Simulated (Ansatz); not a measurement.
An Ansatz (a first-principles code) run. Input:

Ansatz 0.2 input:
```yaml
crystal:
  lattice:
    - [2.3252494785, 4.5804901355, 0.0]
    - [-2.3252494785, 4.5804901355, 0.0]
    - [-1.5431205054, 0.0, 3.254385847]
  atoms:
    - { symbol: C, position: [0.7826727804, 0.823632012, 0.4480353032] }
    - { symbol: C, position: [0.2173272196, 0.176367988, 0.5519646968] }
    - { symbol: C, position: [0.823632012, 0.7826727804, 0.0519646968] }
    - { symbol: C, position: [0.176367988, 0.2173272196, 0.9480353032] }
    - { symbol: C, position: [0.0903167253, 0.5718302038, 0.876764573] }
    - { symbol: C, position: [0.9096832747, 0.4281697962, 0.123235427] }
    - { symbol: C, position: [0.5718302038, 0.0903167253, 0.623235427] }
    - { symbol: C, position: [0.4281697962, 0.9096832747, 0.376764573] }
kpoints:
  mp_grid: { grid: [7, 7, 9] }
hamiltonian:
  xc: r2scan
  pseudopotentials: { kind: paw }
scf:
  occupations: { method: fixed }
checkpoint: { read: static.run }
output: { write_density: true, elf: true, volumetric_format: npy }
basis: { fft_grid_basis: typed }
```

Output (shortened):

```
Pseudopotential: C, paw, valence charge 4
Functional definition: r2SCAN
Crystal: 8 atoms, lattice volume = 69.324 Å³
Basis set: ecut = 500 eV, 1781 PW (Γ), exchange–correlation on 160×160×108 points (64 copies of the dense FFT grid, shifted against one another)
Bands: 24, of which v1, the nominal top of the filled ones, is band 16 counted from 1 (15 counted from 0)
Symmetry: 4 space group operations
Space group: C2/c (ITA 15), of the structure as read, at distance tolerance 4.1e-5 Å
k-points: 128 of 441
Stability of the state it starts from, as read at its close in the unpolarized treatment …
iter 1 solved again at ethr=2.40e-7 eV; its pass at ethr=3.10e-3 eV (dr2=7.68e-5 eV) is discarded
SCF iter   1: F=—  HF=-1999.838650 eV  |F-HF|=—  |Δ(HF+E_count)|=         —  Δρ=9.03e-7  dr2=5.70e-10  dr2_τ=4.47e-11  ethr=2.40e-7  ⟨swp⟩=3.0  Hψ=21292  notcnv=0  defer=768
preconditioner: auto → none
SCF iter   2: F=-1999.838650 eV  HF=-1999.838650 eV  |F-HF|=2.83e-10  |Δ(HF+E_count)|=   6.39e-8  Δρ=5.64e-7  dr2=4.20e-10  dr2_τ=4.79e-11  ethr=1.78e-12  ⟨swp⟩=13.0  Hψ=17040  notcnv=0
SCF 1 converged in 2 iterations: F = -1999.838650 eV  dr2 = 4.20e-10
SCF converged after 2 iterations
Free energy (F): -1999.838650 eV
Harris-Foulkes:  -1999.838650 eV  (|F-HF|=2.83e-10)
Internal energy: -1999.838650 eV  (E = F + TS)
E sigma→0 (E₀):  -1999.838650 eV
Fermi energy:    6.532306 eV
--- Per-component energies (eV) ---
  E_band       = -79.041858
  E_kinetic    = 711.049920
  E_local      = -1408.951200  (includes V_loc(G=0)·N_el)
  E_nonlocal   = 213.395236
  E_hartree    = 472.326868
  E_xc         = -375.059336
  E_vxc        = -519.098946  (∫ρ·V_xc dr)
  E_paw        = -802.895721  (= ΣΔE_a)
  E_vpaw       = -48.613303  (= ΣTr[D̂ρ^β])
  E_aug_tail   = 0.000029  (compensation charges beyond the density's cutoff)
  E_vtau       = 28.523364  (kinetic-family band-sum trace: ∫τ·v_τ [+ j·A + Jᵃ·Aᵃ] dr)
  E_ewald      = -809.506255
  E_core_change = -0.198190  (= ΣΔE_core)
  E_smearing   =  0.000000  (= −TS)
  E_closure    =  0.000000  (closes the sum)
  Σ components = -1999.838650   (vs F -1999.838650, Δ=0.00e0)
  [band-id]    e_kinetic+e_local+e_nonlocal+2·e_hartree+e_vxc+e_vpaw+e_augmentation_tail+e_vtau = -79.041164   (vs E_band -79.041858, Δ=6.94e-4)
--- Band table (eV; the first three rows and the last of 128) ---
  k-point 0: bands = ["-16.3189", "-10.6204", "-10.4874", "-5.8718", "-5.5948", "-4.9004", "-2.7049", "-2.6459", "-2.5340", "-1.0336", "0.9150", "3.1050", "3.2455", "3.8346", "4.6594", "6.5323", "9.5639", "9.8831", "11.3159", "12.6361", "13.1039", "15.5869", …
  k-point 1: bands = ["-16.1956", "-11.2600", "-9.7890", "-6.6672", "-6.5275", "-3.6301", "-2.9423", "-2.7273", "-1.3679", "-0.7710", "0.7606", "2.1081", "3.3306", "4.3103", "4.6141", "6.4160", "9.4692", "9.7872", "11.3992", "12.4787", "13.3046", "15.7977", "15.9024", "16.8274"]
  k-point 2: bands = ["-15.8307", "-11.9394", "-9.1428", "-7.7838", "-7.3929", "-3.2143", "-2.5572", "-1.9175", "-0.1667", "0.3665", "0.4090", "0.7928", "3.3309", "4.3461", "4.4285", "6.1606", "9.1888", "9.3972", "11.8536", "12.5728", "13.8842", "15.4893", "16.2863", "16.4845"]
  k-point 127: bands = ["-15.8995", "-12.5855", "-8.6405", "-7.1199", "-5.8480", "-4.1547", "-3.4923", "-2.6143", "-0.8000", "0.4192", "1.1065", "1.3919", "3.4488", "4.5474", "5.1192", "5.5828", "8.9187", "9.5310", "11.4478", "11.7685", "12.3019", "15.1532", …
```

Cost: around 14 core-seconds (rough) on shared cores.

The start of the workflow was typed in or built on a structure type; neither database checked (COD, Materials Project) lists it. It is not the phase usual at ambient conditions (space group No. 194, 227). The cell was relaxed with r²SCAN under the symmetry of its start; its stability against distortions is not shown here. The volume moved by 103 % from the start of the relaxation.

Potentials: the later of the program's two PAW sets.

Ansatz is a plane-wave DFT program.
